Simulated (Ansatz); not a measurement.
CaF2:
Space group Pnma (No. 62); a = 5.929 Å, b = 3.564 Å, c = 6.974 Å, α = 90.00°, β = 90.00°, γ = 90.00°

| atom | site | symmetry | x | y | z |
|---|---|---|---|---|---|
| Ca | 4c | .m. | 0.2492 | 0.2500 | 0.8889 |
| F | 4c | .m. | 0.4789 | 0.2500 | 0.1646 |
| F | 4c | .m. | 0.1427 | 0.7500 | 0.0739 |

Relaxed with r²SCAN. Plane-wave PAW r²SCAN (Ansatz code) gives a gap of 8.72 eV.

Q: What gap does HSE06 give on the same cell (Ansatz, PAW)?

A: 10.01 eV, 1.29 eV more. The hybrid was solved on a coarser mesh and at special points; the gap given is the minimum over both.

| k | v1 r²SCAN | c1 r²SCAN | v1 HSE06 | c1 HSE06 |
|---|---|---|---|---|
| Γ | 0.00 | 8.72 | 0.00 | 10.01 |
| X | -0.12 | 9.37 | … | … |
| Z | -0.16 | 9.36 | … | … |
| U | -0.17 | 9.59 | … | … |
| Y | -0.22 | 9.71 | -0.24 | 11.43 |
| S | -0.26 | 10.01 | -0.27 | 11.74 |
| T | -0.23 | 9.67 | … | … |
| R | -0.24 | 10.01 | -0.25 | 11.73 |

Q: Top valence (v1) and lowest conduction level (c1) in eV from each method's valence maximum (which need not be a listed point): supply the withheld HSE06 values.

A: 
- T, v1 HSE06: -0.24
- T, c1 HSE06: 11.38
- X, v1 HSE06: -0.12
- X, c1 HSE06: 11.04
- U, v1 HSE06: -0.18
- U, c1 HSE06: 11.27
- Z, v1 HSE06: -0.16
- Z, c1 HSE06: 11.00

Cost on shared cores: the r²SCAN run (SCF on a 5×8×4 mesh, then bands and DOS) about 2.9 core-minutes (a rough figure), the HSE06 run (SCF on 3×5×3, then a few points) very roughly 4 core-minutes; the tasks are unlike.

The first step of the workflow began from a Materials Project structure, measured or hypothetical; the Crystallography Open Database copy checked does not list it. It is not the phase usual at ambient conditions (space group No. 225). The r²SCAN relaxation kept the symmetry of its start; its stability against distortions is not shown here.

Potentials: the earlier of the program's two PAW sets. The files were generated under PBE; for other functionals the program regenerates the frozen cores, and for LDA and PBEsol the local potential too.
